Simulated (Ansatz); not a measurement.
Mo (omega (AlB2-type)): energy against volume

All numbers below come from DFT, PBEsol, plane waves (420 eV) with PAW, scalar-relativistic in Ansatz. The PAW files were generated under PBE, with cores re-solved for the functional.

The cell is scaled uniformly from the relaxed one, with fractional coordinates and shape fixed. Energies are extrapolated to zero smearing, pressures are those at the given smearing. Magnetic state: spin not included.

A Birch-Murnaghan fit gives V₀ = 15.62 Å³/atom, B₀ = 257 GPa, B₀′ = 4.1.

Q: What are the energy above the minimum and the pressure at 13.753 Å³/atom?

A: 222.2 meV/atom and 42.69 GPa as computed.

Q: What are the energy above the minimum and the pressure at 14.378 Å³/atom?

A: 91.2 meV/atom and 25.46 GPa as computed.

Q: What are the energy above the minimum and the pressure at 15.003 Å³/atom?

A: 20.9 meV/atom and 11.46 GPa as computed.
